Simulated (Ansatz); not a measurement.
A: Tl (hcp, Mg type), a = b = 3.5200 Å, c = 5.6016 Å, α = β = 90.00°, γ = 120.00°
B: CoSn (CoSn type, space group P6/mmm), a = b = 5.2416 Å, c = 4.1879 Å, α = β = 90.00°, γ = 120.00°
C: CdS (wurtzite), a = b = 4.1636 Å, c = 6.7672 Å, α = β = 90.00°, γ = 120.00°

Scan: energy against volume (even scaling of the relaxed cell, symmetry kept). All come from one method, each on a k mesh of its own. All were relaxed with their symmetry unable to fall. CoSn is run without spin polarisation. Spin-orbit coupling is left out.

Q: Order them by bulk modulus at fixed cell shape (fitted) (lowest first) at the level r2SCAN (plane waves to 500 eV, PAW, scalar-relativistic; Ansatz, a program for electronic structure).

A: A (31.9 GPa), C (60.3 GPa), B (143 GPa)

(A scan under strain: stresses follow from slopes of the energy per volume, elastic moduli from its curvatures.)
